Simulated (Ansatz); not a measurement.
## A plane-wave run on CaHF₂

Input file of Ansatz 0.2.0:

```yaml
crystal:
  lattice:
    - [1.775826, 3.075818, 0.0]
    - [-1.775826, 3.075818, 0.0]
    - [0.0, -2.050542, 4.685778]
  atoms:
    - { symbol: H, position: [0.5, 0.5, 0.5] }
    - { symbol: F, position: [0.4176, 0.4176, 0.2528] }
    - { symbol: F, position: [0.5824, 0.5824, 0.7472] }
    - { symbol: Ca, position: [0.0, 0.0, 0.0] }
  symmetry: { tolerance: 0.0003 }
kpoints:
  mp_grid: { grid: [10, 10, 10], shift: [0, 0, 0] }
magnetization:
  spin_polarized: false
scf:
  occupations: { method: fermi_dirac }
  lower_state_search: "off"
  max_iter: 200
hamiltonian:
  pseudopotentials: { kind: paw }
  xc: r2scan
basis:
  ecutwfc: 500
  fft_grid_basis: typed
output:
  forces: true
  stress: true
  eigenvalues: true
  bader: true
  populations: true
  elf: true
  write_potential: true
  volumetric_format: npy
  dos:
    e_range: [-12, 8]
    de: 0.05
    projected: { site_lists: { Ca: [Ca], F: [F], H: [H] } }
checkpoint:
  read: saved_state
```

The saved state is an earlier solution for the same cell, perhaps on another mesh. 

Parts of the output:

```
Warning: crystal.lattice misses the space group found at crystal.symmetry.tolerance 3.0e-4 in a digit that the deck types, which is why this is a warning: making the lattice exact moves one of its numbers by a whole unit of that number's last typed decimal, or more. The operation that it misses by the most changes a squared length by the fraction 2.03e-6.
Pseudopotentials: kind: paw
Pseudopotential: H, paw, valence charge 1, recommended cutoff 500 eV (meta_gga), H.paw.azcp
Pseudopotential: F, paw, valence charge 7, recommended cutoff 500 eV (meta_gga), F.paw.azcp
Pseudopotential: Ca, paw, valence charge 10, recommended cutoff 500 eV (meta_gga), Ca.paw.azcp
Functional definition: r2SCAN
  exchange = r2scan_x(k0 = k0, k1 = k1, a1 = a1)
  correlation = r2scan_c
Crystal: 4 atoms, lattice volume = 51.189 Å³
Basis set: ecut = 500 eV, 1319 PW (Γ), exchange–correlation on 108×108×160 points (64 copies of the dense FFT grid, shifted against one another)
Bands: 17, of which v1, the nominal top of the filled ones, is band 13 counted from 1 (12 counted from 0)
Symmetry: 12 space group operations
Space group: R-3m (ITA 166), of the structure as read, at distance tolerance 1.1e-3 Å
k-points: 116 of 1000
Initial density: read from a saved state, or passed on in memory by an earlier SCF of this step, an earlier step, the calling program or the single point that the run made first
Functional: x = r2scan, c = r2scan; τ floored in thin density (d = 2e-4 eV/Å³)
SCF iter   1: F=-3459.4910 eV  Δρ=1.56e-3  dr2=1.08e-3  dr2_τ=3.17e-4
SCF iter   2: F=-3459.4916 eV  Δρ=7.93e-4  dr2=2.43e-4  dr2_τ=8.43e-5
SCF iter   3: F=-3459.4917 eV  Δρ=1.53e-4  dr2=3.12e-5  dr2_τ=1.55e-6
SCF iter   4: F=-3459.4917 eV  Δρ=6.53e-5  dr2=1.55e-6  dr2_τ=5.25e-7
SCF iter   5: F=-3459.4917 eV  Δρ=1.70e-5  dr2=5.39e-7  dr2_τ=8.92e-9
SCF iter   6: F=-3459.4917 eV  Δρ=8.24e-6  dr2=1.89e-8  dr2_τ=2.16e-9
Free energy (F): -3459.4917 eV
Harris-Foulkes:  -3459.4917 eV  (|F-HF|=1.19e-9)
Internal energy: -3459.4290 eV  (E = F + TS)
E sigma→0 (E₀):  -3459.4604 eV
Entropy (-TS):   -0.0627 eV (-15.680 meV/atom)
Fermi energy:    9.1491 eV
--- Per-component energies (eV) ---
  E_band       = -270.1150
  E_kinetic    = 711.1438
  E_local      = -2094.6581  (includes V_loc(G=0)·N_el)
  E_nonlocal   = 210.2959
  E_hartree    = 757.1886
  E_xc         = -304.5581
  E_vxc        = -439.8134  (∫ρ·V_xc dr)
  E_paw        = -1270.5908  (= ΣΔE_a)
  E_vpaw       = -200.9424  (= ΣTr[D̂ρ^β])
  E_aug_tail   = 0.0018  (compensation charges beyond the density's cutoff)
  E_vtau       = 29.4760  (kinetic-family band-sum trace: ∫τ·v_τ [+ j·A + Jᵃ·Aᵃ] dr)
  E_ewald      = -1467.9686
  E_core_change = -0.2834  (= ΣΔE_core)
  E_smearing   = -0.0627  (= −TS)
--- Forces (eV/Å), atoms counted from 1 ---
  atom   1  H      0.0000     0.0000     0.0000
  atom   2  F      0.0000     0.0000    -0.1737
  atom   3  F      0.0000     0.0000     0.1737
  atom   4  Ca     0.0000     0.0000     0.0000
--- Stress (GPa, compression-positive) ---
       10.8485       0.0000       0.0000
        0.0000      10.8485       0.0000
        0.0000       0.0000      -0.7090
  P = ⅓ Tr σ = 6.9960 GPa (69.960 kbar)
```

Total energies depend on the potentials used, so only differences within one code and one set of settings carry meaning.

Origin: a known structure type with other elements, at an estimated volume, so it need not be a known compound. Caveats: many states at the Fermi level without spin polarisation, so a magnetic state may lie lower.
